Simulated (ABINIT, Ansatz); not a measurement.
This is a calculation of GaF for Ansatz 0.2.0. Atoms were shifted at random by some hundredths of an Å from the given cell, which wasn't relaxed again for these runs. The cell comes from a database or a generator and needn't be the stable form of this composition.

File input.yaml:

```yaml
crystal:
  lattice:
    - [3.16592, 0.0, 0.0]
    - [0.0, 3.16592, 0.0]
    - [0.0, 0.0, 3.16592]
  atoms:
    - { symbol: Ga, position: [-0.001268, 0.005753, 0.000772] }
    - { symbol: F, position: [0.482838, 0.486411, 0.494593] }
hamiltonian:
  xc: pbe
  pseudopotentials: { kind: paw, azcp: { folder: soft_1 } }
kpoints:
  mp_grid: { grid: [8, 8, 8] }
scf:
  occupations: { method: fermi_dirac, width: 0.05 }
output:
  forces: true
  stress: true
  eigenvalues: true
```

Potentials or basis: Ansatz PAW soft_1.

Launch:

```bash
$ ansatz run input.yaml --threads 1 --pin off --max-ram 3584MiB --backend cpu --events-out ev --progress --plain --runs-dir out
```

Set up the same calculation for ABINIT 10.8.3 (patched build). Potentials or basis there: JTH PAW PBE v2.0, cutoff 626 eV.

As run (cutoffs and basis follow the program's own potentials, and thresholds, step limits or extra output files can differ):

File run.abi:

```
pp_dirpath "./"
pseudos "Ga.GGA_PBE-JTH.xml, F.GGA_PBE-JTH.xml"

acell 3*1.0 Angstrom
rprim
     3.1659200000     0.0000000000     0.0000000000
     0.0000000000     3.1659200000     0.0000000000
     0.0000000000     0.0000000000     3.1659200000
ntypat 2
znucl 31 9
natom 2
typat 1 2
xred
    -0.0012680000     0.0057530000     0.0007720000
     0.4828380000     0.4864110000     0.4945930000
chkprim 0
chksymtnons 0
tolsym 1.0e-6

ecut 23.0
pawecutdg 45.0
pawxcdev 0

kptopt 1
ngkpt 8 8 8
nshiftk 1
shiftk 0.0 0.0 0.0

ixc 11

nband 14
occopt 3
tsmear 0.05 eV

nstep 100
tolvrs 1.0e-9

iomode 3
prtwf 0
prtden 0
prteig 0
prtebands 0
enunit 1
```

Potentials or basis: JTH PAW PBE v2.0.

Command:

```console
$ abinit run.abi > log 2>&1
```

Both were run:

|  | Ansatz | ABINIT |
| --- | --- | --- |
| Pressure | 0.1 GPa | -0.1 GPa |
| Largest force | 0.082 eV/Å | 0.083 eV/Å |
| Energy over the undisturbed cell | -1.7 meV/atom | -1.5 meV/atom |

Ansatz's pressure holds a Pulay term of +0.24 GPa for its cutoff of 420 eV, which the other run lacks.

Where Ansatz's input types no cutoff or centring, it takes its own default and a Γ-centred mesh.

The undisturbed cell isn't at this level's minimum, so the move can lower the energy.

Pressure is positive in compression.
